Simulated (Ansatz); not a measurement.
Nb3Si:
```yaml
crystal:
  lattice:
    - [4.02820, 0.00000, 0.00000]
    - [0.00000, 4.02820, 0.00000]
    - [0.00000, 0.00000, 4.02820]
  atoms:
    - { symbol: Si, position: [0.00000, 0.00000, 0.00000] }
    - { symbol: Nb, position: [0.00000, 0.50000, 0.50000] }
    - { symbol: Nb, position: [0.50000, 0.00000, 0.50000] }
    - { symbol: Nb, position: [0.50000, 0.50000, 0.00000] }
```

Relaxed with PBEsol. Special points in fractions of this cell's reciprocal vectors: Γ (0.000, 0.000, 0.000); X (0.000, 0.500, 0.000); M (0.500, 0.500, 0.000); R (0.500, 0.500, 0.500).

Question: List the band energies nearest the Fermi level at these points for plane-wave PAW PBEsol with spin–orbit coupling (Ansatz code).

Answer: In eV from the Fermi level; about four levels below and three above (degenerate sets whole), none deeper than 8.9 eV; points with the same levels are listed once.

| k | below | above |
|---|---|---|
| Γ | -0.20 -0.20 -0.20 -0.20 | 1.58 1.58 1.58 1.58 |
| X | -2.21 -2.21 -1.30 -1.30 | 0.04 0.04 0.10 0.10 |
| M | -1.31 -1.31 -1.12 -1.12 | 0.09 0.09 0.15 0.15 |
| R | -0.12 -0.12 -0.12 -0.12 -0.03 -0.03 | 1.37 1.37 1.37 1.37 |

Space group Pm-3m (Cu3Au type). The workflow started from an entry of the Crystallography Open Database (COD), which files this formula under 2 space groups. Whether it is the stable phase at ambient conditions was not checked. Symmetry was held in the PBEsol relaxation. At this level the phase is mechanically unstable. The run is not spin-polarised.

Potentials: the later of the program's two PAW sets.
